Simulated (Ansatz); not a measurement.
NbCu₃Te₄:
```yaml
crystal:
  lattice:
    - [5.85654, 0.00000, 0.00000]
    - [0.00000, 5.85654, 0.00000]
    - [0.00000, 0.00000, 5.85654]
  atoms:
    - { symbol: Nb, position: [0.00000, 0.00000, 0.00000] }
    - { symbol: Cu, position: [0.00000, 0.00000, 0.50000] }
    - { symbol: Cu, position: [0.50000, 0.00000, 0.00000] }
    - { symbol: Cu, position: [0.00000, 0.50000, 0.00000] }
    - { symbol: Te, position: [0.73903, 0.73903, 0.26097] }
    - { symbol: Te, position: [0.73903, 0.26097, 0.73903] }
    - { symbol: Te, position: [0.26097, 0.26097, 0.26097] }
    - { symbol: Te, position: [0.26097, 0.73903, 0.73903] }
```

DFT-PBEsol in the program Ansatz with PAW potentials gives a gap of 0.88 eV without spin–orbit coupling, maximum at R, minimum at X.

Problem. What happens when spin–orbit coupling is switched on?

Solution. The gap decreases by 0.09 eV, to 0.79 eV; maximum at R, minimum on the X–M line, 2 % of the way from X.

Space group P-43m. The first step of the workflow began from a Materials Project structure, measured or hypothetical; the Crystallography Open Database copy checked does not list it. Whether it is the stable phase at ambient conditions was not checked. The PBEsol relaxation kept the symmetry of its start; its stability against distortions is not shown here. The run is not spin-polarised.

Potentials: the later of the program's two PAW sets.
